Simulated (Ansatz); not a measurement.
# Stability of a relaxed cell of CsCaF4

Atoms and cell were relaxed at zero pressure (36.9 % in volume from the start). The relaxed cell:

```xyz
6
Lattice="4.4506 0.0000 0.0000 0.0000 4.4506 0.0000 0.0000 0.0000 6.8305" Properties=species:S:1:pos:R:3 pbc="T T T"
Cs    2.2253    2.2253    3.4153
Ca    0.0000    0.0000    0.0000
F     2.2253    0.0000    0.0000
F     0.0000    2.2253    0.0000
F     0.0000    0.0000    2.2604
F     0.0000    0.0000    4.5701
```

Space group P4/mmm (No. 123); conventional cell a = 4.451 Å, b = 4.451 Å, c = 6.831 Å, α = 90.00°, β = 90.00°, γ = 90.00°.

Method: PBE in Ansatz 0.2.0, PAW datasets, plane waves to 420 eV, 8×8×5 Γ-centred mesh, fermi-dirac occupations of width 0.132 eV. Spin: none; no U, no spin-orbit coupling.

Problem. Where does it lie against the elements?

Solution. -2.749 eV an atom at 0 K against the elements' lowest computed crystals and the free molecules of gases, with no empirical correction.

Problem. Is it stable against splitting into other phases?

Solution. Among the phases that we computed and relaxed alike, the lowest mixture with other formulas is 17 % F2 + 83 % CsCaF₃ (shares of atoms). The cell lies 133 meV an atom above it, so it would gain by splitting into them.

The start was: a known structure type with other elements put in, at an estimated volume. An invented cell need not be a known compound.

Caveats: an odd electron count without spin, so a state with a moment may lie lower; differences under 20 meV an atom lie within the error of meshes and cutoff; the relaxation keeps the start's symmetry, so a distorted cell may lie lower; a metal without spin among anions, where moments or a distortion may lower the energy.
